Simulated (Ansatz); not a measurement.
NbCuN2:
Space group R-3m, hexagonal axes (No. 166); a = 3.1447 Å, b = 3.1447 Å, c = 17.3500 Å, α = 90.00°, β = 90.00°, γ = 120.00°

```
atom  site  symmetry       x       y       z
----  ----  --------  ------  ------  ------
Nb      3b       -3m  0.0000  0.0000  0.5000
Cu      3a       -3m  0.0000  0.0000  0.0000
N       6c        3m  0.0000  0.0000  0.1058
```
(The calculation used a cell of 4 atoms; values per cell refer to that cell.)

This is the r²SCAN-relaxed structure.

Q: All from DFT-r²SCAN in the program Ansatz with PAW potentials, unless another level is named. Predict the electron effective mass.

A: 0.16, 0.38, 1.1 mₑ (principal values).

Q: Next, the hole effective mass with spin–orbit coupling?

A: 0.21, 0.21, 0.55 mₑ (principal values).

Q: Predict the conduction-band minimum.

A: at L (3 equivalent valleys).

The start of the workflow was typed in or built on a structure type; neither database checked (COD, Materials Project) lists it. Its standing as an ambient phase is unchecked. Symmetry was held in the r²SCAN relaxation; whether a distortion lowers the energy is not shown. The workflow began spin-polarised and lost its moments. Scalar-relativistic: spin–orbit coupling is off unless named, which matters more the heavier the elements.

Potentials: the later of the program's two PAW sets.

Edges and masses are those of Kohn–Sham bands, whose gap is no quasiparticle gap.
